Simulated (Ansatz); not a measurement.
LaF$_{3}$ (space group P6_3/mmc)

```
CELL_PARAMETERS angstrom
      4.07650     0.00000     0.00000
     -2.03825     3.53035     0.00000
      0.00000     0.00000     7.20695
ATOMIC_POSITIONS crystal
  La 0.66667 0.33333 0.25000
  La 0.33333 0.66667 0.75000
  F  0.33333 0.66667 0.41900
  F  0.66667 0.33333 0.58100
  F  0.66667 0.33333 0.91900
  F  0.33333 0.66667 0.08100
  F  0.00000 0.00000 0.75000
  F  0.00000 0.00000 0.25000
```

The slice is a (1 -1 0 0) plane (indices of the conventional cell) through the point (0.333, 0.667, 0.419) (fractional), spanned by u = [110] and v = [001] in vectors of this cell: u (4.08 Å) and v (7.21 Å, at 90° to u). It covers one period; positions are fractions (u, v).

Method: LDA (plane waves to 420 eV, PAW, scalar-relativistic; Ansatz, an electronic-structure program). k mesh 9×9×5. Inside the PAW spheres the values are not all-electron values, and peaks at nuclei hang on which shells count as valence. LaF3 is run without spin polarisation. LaF3 was relaxed with its symmetry unable to fall. This is one of several known forms of LaF3; the measured ambient cells at hand have space group No. 165.

Three fields on this plane, each scaled to ten steps between its own extremes (0 low, 9 high; the total valence density on a logarithmic scale, the potential cut 8 eV below its top; x marks points blanked near nuclei; v = 0 in the bottom row):

Map A
```
|xxxxx765444567xxxx|
|xxxx76431113467xxx|
|xxxx65300000356xxx|
|xx876410000014678x|
|998763000000036789|
|999763000000036799|
|xxx7641000001467xx|
|xxxx75310001357xxx|
|xxxxx653222356xxxx|
|xxxxx765444567xxxx|
|xxxxx887666788xxxx|
|xxxxx998888899xxxx|
|xxxx89999999998xxx|
|xxxx89999999998xxx|
|xx357899999998753x|
|000146899999864100|
|x00003689998630000|
|xxx0004789874000xx|
|xxxx00368886300xxx|
|xxxxx015787510xxxx|
|xxxxx005777500xxxx|
|xxxxx005787500xxxx|
|xxxxx015787510xxxx|
|xxxx00368886300xxx|
|xxx0015789875100xx|
|000004789998740000|
|000246899999864200|
|xx467899999998764x|
|xxxx89999999998xxx|
|xxxx89999999998xxx|
|xxxxx998888899xxxx|
|xxxxx887666788xxxx|
```

Map B
```
|xxxxx100000001xxxx|
|xxxx40000000004xxx|
|xxxx10011111001xxx|
|xx310001222100013x|
|000000112321100000|
|000000112321100000|
|xxx2000122210002xx|
|xxxx10001110001xxx|
|xxxxx000000000xxxx|
|xxxxx100000001xxxx|
|xxxxx200000002xxxx|
|xxxxx200000002xxxx|
|xxxx41000000014xxx|
|xxxx10001110001xxx|
|xx210000222000012x|
|221000001110000012|
|x87510000000001578|
|xxx9610000000169xx|
|xxxx93000000039xxx|
|xxxxx500000005xxxx|
|xxxxx610000016xxxx|
|xxxxx610000016xxxx|
|xxxxx500000005xxxx|
|xxxx93000000039xxx|
|xxx9510000000159xx|
|776410001110001467|
|111000001210000011|
|xx210000121000012x|
|xxxx20001110002xxx|
|xxxx51000000015xxx|
|xxxxx200000002xxxx|
|xxxxx200000002xxxx|
```

Map C
```
|xxxxx421222124xxxx|
|xxxx64334443346xxx|
|xxxx43456665434xxx|
|xx643346777643346x|
|443323568886532334|
|544323567876532344|
|xxx5334677764335xx|
|xxxx53345654335xxx|
|xxxxx423343324xxxx|
|xxxxx421111124xxxx|
|xxxxx410000014xxxx|
|xxxxx310000013xxxx|
|xxxx52100000125xxx|
|xxxx41111111114xxx|
|xx642111222111246x|
|876431123332113467|
|x98753223332235789|
|xxx9743233323479xx|
|xxxx96433333469xxx|
|xxxxx743333347xxxx|
|xxxxx853333358xxxx|
|xxxxx853333358xxxx|
|xxxxx743333347xxxx|
|xxxx96333333369xxx|
|xxx9642233322469xx|
|998642223332224689|
|776431123332113467|
|xx653111222111356x|
|xxxx42111111124xxx|
|xxxx53100000135xxx|
|xxxxx310000013xxxx|
|xxxxx410000014xxxx|
```

### Question
Assign the maps to these fields: electron localisation function (ELF); valence electron density; electrostatic potential energy of an electron, from the cell's mean.

### Answer
A is the electrostatic potential energy of an electron, from the cell's mean; B is the electron localisation function (ELF); C is the valence electron density.
